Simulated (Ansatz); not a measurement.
# H: why energy differences converge before total energies

These are results of DFT PBEsol, scalar-relativistic, plane waves, PAW in Ansatz, not measurements.

```yaml
crystal:
  lattice:
    - [1.64853, -2.73169, 0.00000]
    - [1.64853, 2.73169, 0.00000]
    - [0.00000, 0.00000, 6.31377]
  atoms:
    - { symbol: H, position: [0.56781, 0.43219, 0.99951] }
    - { symbol: H, position: [0.43219, 0.56781, 0.00049] }
    - { symbol: H, position: [0.43219, 0.56781, 0.49951] }
    - { symbol: H, position: [0.56781, 0.43219, 0.50049] }
```

* Γ-centred k-mesh: 8×8×4
* occupation rule: Gaussian smearing, 0.02 eV
* spin treatment: unpolarised

A second cell has all atoms moved and the lattice slightly strained:

```yaml
crystal:
  lattice:
    - [1.66581, -2.74695, -0.00524]
    - [1.61134, 2.71408, 0.00071]
    - [-0.00869, 0.00688, 6.29344]
  atoms:
    - { symbol: H, position: [0.56625, 0.42065, 0.99773] }
    - { symbol: H, position: [0.42584, 0.54624, 0.00699] }
    - { symbol: H, position: [0.40303, 0.56025, 0.50085] }
    - { symbol: H, position: [0.57706, 0.40486, 0.50551] }
```

It ran on a 8×8×4 mesh. Both were run at several values of the cutoff; energies per atom at zero smearing, errors against the largest value (420 eV), which isn't proved converged itself.

| cutoff | error, first cell (meV) | error, second cell (meV) |
| --- | --- | --- |
| 250 eV | 54.25 | 53.27 |
| 300 eV | 21.20 | 20.55 |
| 350 eV | 6.82 | 6.43 |

Problem. At the largest value the second cell lies 64.23 meV/atom above the first. What is the error of that difference at each value, and where does each quantity come within 1 meV/atom?

Solution. The error of the difference is the second cell's error less the first's:
| cutoff | difference (meV) | its error (meV) |
| --- | --- | --- |
| 250 eV | 63.26 | -0.98 |
| 300 eV | 63.58 | -0.65 |
| 350 eV | 63.85 | -0.39 |

No value below the largest brings the first cell's total energy within 1 meV/atom, while the difference is there from 250 eV on. Most of the error cancels, by a factor of about 33 in the median. A missing short wave mostly misdescribes the region near each nucleus, which both cells share; what doesn't cancel comes largely from the change of volume and bonding.

1 further run of this set isn't shown.